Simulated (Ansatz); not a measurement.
## Structure relaxation, In

The start is a generated cell, In placed in the black-P structure type. A full variable-cell relaxation at zero pressure is run with r2SCAN (plane waves to 500 eV, PAW, scalar-relativistic; Ansatz, a quantum-chemistry and plane-wave program). The first steps use a coarse 8×8×6 k-mesh.

The start:
```
In
1.0
    2.02893    -6.41572     0.00000
    2.02893     6.41572     0.00000
    0.00000     0.00000     5.35925
In
4
Direct
  0.39832   0.60168   0.58056
  0.60168   0.39832   0.41944
  0.89832   0.10168   0.91944
  0.10168   0.89832   0.08056
```

**Question.** What pressure does the first self-consistent step give?

**Answer.** +3.4 GPa (positive: the cell is compressed).

**Question.** What is the largest force in the starting geometry, and on which atom (counted from 1)?

**Answer.** 1.50 eV/Å, on In1, In2, In3, In4 (atoms numbered as listed).

**Question.** Does the structure survive the relaxation? Give the final space group.

**Answer.** The space group goes from Cmce (No. 64) to I4/mmm (No. 139), with 2 atoms in the primitive cell.

**Question.** How much energy is released per atom?

**Answer.** 0.55 eV/atom.

**Question.** How do the shortest distances between atoms change?

**Answer.** The closest pairs of elements (up to four, under 3.6 Å), start → end: In–In 2.72 → 3.06 Å.

**Question.** Is the relaxed structure metallic? Give its gap.

**Answer.** Zero (metallic).

**Question.** What does it relax into? Give the structure.

**Answer.** 
Space group I4/mmm (No. 139); a = b = 3.1236 Å, c = 11.1944 Å, α = β = γ = 90.00°

```csv
atom,site,symmetry,x,y,z
In,4e,4mm,0.0000,0.0000,0.1369
```
(The calculation used a cell of 2 atoms; values per cell refer to that cell.)

Final values are on a 15×15×15 k-mesh of the relaxed cell. No spin polarisation in the result.

The run could not lose the symmetry of its start: the end is stationary, and may be a saddle point rather than a minimum.

The relaxed structure here is a generated cell of In: the first start was made by placing the elements on the sites of a structure type, and the end was not matched to a known phase here, so it may be hypothetical. A known form of In has the same space group; whether the sites agree was not checked.
